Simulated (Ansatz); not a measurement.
GaN (zinc blende, F-43m), the program Ansatz at the PBEsol level (PAW): ε∞ = 6.01, cell volume 22.75 Å³. Infrared-active transverse modes:

```csv
ω_TO (cm⁻¹),oscillator strength S_xx (e²/amu)
536.7,0.6060
```

Q: Compute the static dielectric constant.

A: Each mode adds (4.921e7/V) S/ω²: 4.55. So ε0 = 10.6.

Q: What LO frequency does the Lyddane–Sachs–Teller relation give?

A: ω_LO = ω_TO √(ε0/ε∞) = 711 cm⁻¹.

The cell was relaxed with PBEsol under the symmetry of its start; phonons on a q-mesh show no instability. Spin–orbit coupling is left out wherever it is not named.

Potentials: the later of the program's two PAW sets.
